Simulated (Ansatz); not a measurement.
## Release temperatures for CaPd from binding energies

The calculation used Ansatz 0.2.0, DFT r2SCAN, scalar-relativistic, plane waves, PAW.

Plane waves to 500 eV, a k mesh through Γ of 10×10×10 on the computed 2-atom cell and Gaussian smearing (0.10 eV); no spin polarisation for the host; each changed cell takes a mesh and smearing chosen by its own gap and starts from the host's moments or customary ones, or runs without spin. Cells and atoms are relaxed to the nearest stationary point that keeps the symmetry of their start (forces under 0.02 to 0.04 eV/Å, stress under 0.1 to 0.2 GPa); energies are at zero smearing, without zero-point or thermal terms.

Relaxed start:

```cif
data_structure
_symmetry_space_group_name_H-M 'P 1'
_symmetry_Int_Tables_number 1
_cell_length_a 3.5057
_cell_length_b 3.5057
_cell_length_c 3.5057
_cell_angle_alpha 90.000
_cell_angle_beta 90.000
_cell_angle_gamma 90.000
_cell_volume 43.08
loop_
_atom_site_label
_atom_site_type_symbol
_atom_site_fract_x
_atom_site_fract_y
_atom_site_fract_z
_atom_site_occupancy
Ca1 Ca 0.00000 0.00000 0.00000 1
Pd1 Pd 0.50000 0.50000 0.50000 1
```

Energies to move one molecule from the solid into the gas, both solids relaxed (two H atoms make one H₂):

```tsv
case	gas	cell with it	cell without	host neighbours of H	ΔE (eV a molecule)	kJ/mol
1	H2	CaH3Pd	CaPd	2	1.02	98
2	H2	Ca4HPd4	Ca4Pd4	2	1.36	131
```

Task: Estimate the temperature at which the gas pressure reaches 1 bar, and the pressure at 298 K.

Result: At equilibrium ln(p/1 bar) = ΔS/R − ΔH/RT, so T(1 bar) = ΔH/ΔS. Hydrogen in a solid keeps little entropy, so ΔS is near that of the gas, 130.7 J/(mol K) at 298 K and 1 bar. Taking ΔH ≈ ΔE:
```
case  ΔS (J/(mol K)) T at 1 bar (K) log₁₀ p(298 K)/bar
   1             131             750               -10.4
   2             131            1000               -16.1
```

All pressures lie under 1 bar, so under 1 bar of the gas it stays bound at room temperature; in open air the gas's partial pressure there decides. An error of 0.1 eV moves T by about 70 K and the pressure by a factor of 50. Zero-point energies, which shift ΔH by up to a few tenths of an eV per H₂ in either direction, are left out, and real hydrides release at plateaus between stable phases, not between these cells; dissolved H also has configurational entropy, so dilute cases have no single pressure.

On one kind of site the binding per H₂ is 1.36 eV dilute and 1.02 eV with all such sites filled: H atoms repel each other, which favours a sloping isotherm or ordering.

Cost: 3 runs of about 5.9 core-minutes in all, on Intel Xeon Platinum 8488C (Sapphire Rapids) (shared hosts).